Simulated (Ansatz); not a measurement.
SiSnGeC:
```
SiSnGeC
1.0
    1.86768     1.07831     6.12706
   -1.86768     1.07831     6.12706
    0.00000    -2.15662     6.12706
C Si Ge Sn
1 1 1 1
Cartesian
  0.00000   0.00000   0.16108
  0.00000   0.00000   2.04974
  0.00000   0.00000   9.06881
  0.00000   0.00000  11.69685
```

Relaxed with r²SCAN (plane waves, PAW; program Ansatz). Indices refer to the conventional cell of R3m, a = 3.7354 Å, b = 3.7354 Å, c = 18.3812 Å, α = 90.00°, β = 90.00°, γ = 120.00°.

Task: Simulate the powder diffraction pattern (Cu Kα1, λ = 1.54056 Å; lines above 1 %) up to 2θ = 90°.

Result: Simulated powder pattern, Cu Kα1, λ = 1.54056 Å (kinematic, ideal powder, no thermal factors, no anomalous dispersion; the 30 strongest lines at most, above 1 %, up to 2θ = 90°):

```csv
2θ (°),d (Å),I/Imax (%),hkl
14.44,6.127,7.9,(0003)
27.98,3.186,82,(1 0 -1 1)
29.12,3.064,48,(0006)
29.24,3.051,100,(0 1 -1 2)
33.86,2.645,11,(1 0 -1 4)
36.98,2.429,32,(0 1 -1 5)
44.31,2.042,4.1,(0009)
44.40,2.039,38,(1 0 -1 7)
48.56,1.873,39,(0 1 -1 8)
48.71,1.868,50,(1 1 -2 0)
51.08,1.787,2.0,(1 1 -2 3)
57.12,1.611,11,(0 2 -2 1)
57.63,1.598,4.0,(1 0 -1 10)
57.77,1.595,40,(1 1 -2 6)
57.83,1.593,14,(2 0 -2 2)
60.64,1.526,2.2,(0 2 -2 4)
62.51,1.485,3.5,(0 1 -1 11)
62.70,1.480,6.6,(2 0 -2 5)
67.96,1.378,6.7,(1 1 -2 9)
68.02,1.377,10,(0 2 -2 7)
71.24,1.323,12,(2 0 -2 8)
72.96,1.296,11,(1 0 -1 13)
77.89,1.225,2.6,(0 0 0 15)
78.30,1.220,8.9,(2 1 -3 1)
78.57,1.217,7.2,(0 1 -1 14)
78.92,1.212,11,(1 2 -3 2)
81.14,1.184,4.0,(1 1 -2 12)
81.37,1.182,1.9,(2 1 -3 4)
83.20,1.160,5.9,(1 2 -3 5)
88.04,1.108,11,(2 1 -3 7)
```

The start of the workflow was typed in or built on a structure type; neither database checked (COD, Materials Project) lists it. Its standing as an ambient phase is unchecked. Symmetry was held in the r²SCAN relaxation; its stability against distortions is not shown here. The volume moved by 22 % from the start of the relaxation. Its formation energy is positive at this level, so the cell may be metastable or incomplete. Spin–orbit coupling is left out wherever it is not named.

Potentials: the earlier of the program's two PAW sets.
